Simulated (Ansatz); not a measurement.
BN (rock salt, Fm-3m), a = 3.492 Å, b = 3.492 Å, c = 3.492 Å, α = 90.00°, β = 90.00°, γ = 90.00°; the cell used has 2 atoms.

Relaxed with r²SCAN. 

Question: HSE06 on this cell (Ansatz, a first-principles code, PAW) gives a gap of 2.18 eV. What does r²SCAN give?

Answer: 1.34 eV.

Cost on shared cores: the r²SCAN run (SCF on a 13×13×13 mesh, then bands and DOS) roughly 5 core-seconds, the HSE06 run (SCF on 10×10×10, then a few points) about 60 core-seconds (a rough figure); the tasks are unlike.

A made-up cell: these elements were put on the sites of a structure type; neither database checked (COD, Materials Project) lists it. It is not the phase usual at ambient conditions (space group No. 186, 194, 216). The r²SCAN relaxation kept the symmetry of its start. At this level the phase is dynamically unstable (imaginary phonons).

Potentials: the later of the program's two PAW sets.

Ansatz is a plane-wave DFT program.
